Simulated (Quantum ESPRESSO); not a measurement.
```
Rb2LiScF6
1.0
    0.00000     4.23353     4.23353
    4.23353     0.00000     4.23353
    4.23353     4.23353     0.00000
Li F Sc Rb
1 6 1 2
Direct
  0.50000   0.50000   0.50000
  0.24190   0.24190   0.75810
  0.75810   0.75810   0.24190
  0.75810   0.24190   0.24190
  0.24190   0.75810   0.75810
  0.24190   0.75810   0.24190
  0.75810   0.24190   0.75810
  0.00000   0.00000   0.00000
  0.25000   0.25000   0.25000
  0.75000   0.75000   0.75000
```

The geometry is that of Materials Project entry mp-1113703, symmetrised and not relaxed again.

What does norm-conserving PBEsol (Quantum ESPRESSO, 84 Ry, no spin-orbit coupling) give for the electronic structure near the Fermi level?

The PBEsol gap is direct, 6.74 eV at Γ. Another valence extremum on the path lies within 0.02 eV, too close to call. 

The structure is a Materials Project entry; no match was found in the copy of COD used, and its stability was not checked.
